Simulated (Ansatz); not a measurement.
Hf:
```
Hf
1.0
    3.12077     0.00000     0.00000
   -1.56038     2.70267     0.00000
    0.00000     0.00000     4.93879
Hf
2
Direct
  0.33333   0.66667   0.25000
  0.66667   0.33333   0.75000
```

Relaxed with LDA.

Decompose the optical modes at the zone centre into irreducible representations, and say which are infrared and Raman allowed.

Point group 6/mmm: Γ_opt = B1g + E2g. Infrared: none. Raman: E2g.

Assign frequencies (DFPT, LDA (plane waves, PAW; program Ansatz)).

E2g 70, B1g 118 cm⁻¹.

Subscripts of B labels follow the axes of the standard setting.

Space group P6_3/mmc (hcp (Mg type)). The LDA relaxation kept the symmetry of its start. The run is not spin-polarised. As this level gives no gap, phonon frequencies hold no LO–TO term and depend on the k-mesh and smearing (Fermi–Dirac, 0.1 eV here). Scalar-relativistic: spin–orbit coupling is off unless named, which matters more the heavier the elements.

Potentials: the earlier of the program's two PAW sets. The files were generated under PBE; for other functionals the program regenerates the frozen cores, and for LDA and PBEsol the local potential too.
